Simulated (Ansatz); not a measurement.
## CaZn (P-6m2), axial (c/a) deformation path

The calculation used DFT LDA, scalar-relativistic, plane waves, PAW in Ansatz 0.2.0. The runs took a 420 eV cutoff, a Γ-centred 15×15×12 mesh and Gaussian smearing (0.15 eV). No spin polarisation. Energies are free energies at this smearing, counted from the undisturbed cell; pressure is positive in compression.

The starting cell (as given, not relaxed at this level; it stands at -3.3 GPa, and it needn't be the usual structure):

```yaml
crystal:
  lattice:
    - [3.91817, 0.00000, 0.00000]
    - [-1.95909, 3.39323, 0.00000]
    - [0.00000, 0.00000, 4.33063]
  atoms:
    - { symbol: Ca, position: [0.00000, 0.00000, 0.00000] }
    - { symbol: Zn, position: [0.66667, 0.33333, 0.50000] }
```

At fixed volume and fractional coordinates, lengths along (0.000, 0.000, 1.000) are scaled against those across it; ρ is that ratio over its starting value. The cell is metallic on the mesh throughout.

| ρ | ΔE (meV/atom) |
| --- | --- |
| 0.850 | -3.9 |
| 0.920 | -8.3 |
| 0.960 | -5.6 |
| 1.000 | 0.0 |
| 1.100 | 23.7 |
| 1.200 | 61.1 |

(1) Predict the pressure (GPa) at each point.

Answers

(1)
```tsv
ρ	pressure (GPa)
0.850	-2.8
0.920	-3.1
0.960	-3.2
1.000	-3.3
1.100	-3.6
1.200	-3.7
```